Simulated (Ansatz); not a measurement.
## A sublattice moved along a line in HfO$_{2}$

All numbers below come from Ansatz 0.2.0, DFT r2SCAN, scalar-relativistic, plane waves, PAW. The runs took a 500 eV cutoff, a Γ-centred 8×8×8 mesh and Gaussian smearing (0.05 eV). Spin–orbit coupling is left out, which matters for the heavy elements here. No spin polarisation. Energies are free energies at this smearing, counted from the undisturbed cell; pressure is positive in compression.

Zero of the scan (relaxed at this level; this fluorite-type form isn't the usual structure):

```
CELL_PARAMETERS angstrom
0.00000 2.52916 2.52916
2.52916 0.00000 2.52916
2.52916 2.52916 0.00000
ATOMIC_POSITIONS crystal
Hf 0.00000 0.00000 0.00000
O 0.25000 0.25000 0.25000
O 0.75000 0.75000 0.75000
```

Every O atom is moved by x along the Cartesian unit vector (0.000, 1.000, 0.000); the cell and all other atoms stay fixed.

```csv
x (Å),ΔE (meV/cell),force along x on the moved atoms (eV/Å),pressure (GPa),gap on the mesh (eV)
-0.1000,29.4,0.61,1.1,4.31
-0.0500,7.1,0.29,0.3,4.30
0.0000,0.0,0.00,0.0,4.30
0.0125,0.4,-0.07,0.0,4.30
0.0250,1.8,-0.14,0.1,4.30
0.0375,4.0,-0.21,0.2,4.30
0.0625,11.2,-0.36,0.5,4.31
0.0750,16.3,-0.44,0.7,4.31
0.0875,22.3,-0.53,0.9,4.31
```

By symmetry 0.1000 repeats -0.1000, -0.0750 repeats 0.0750, 0.0500 repeats -0.0500, -0.0250 repeats 0.0250 in energy, with the opposite slope along the path.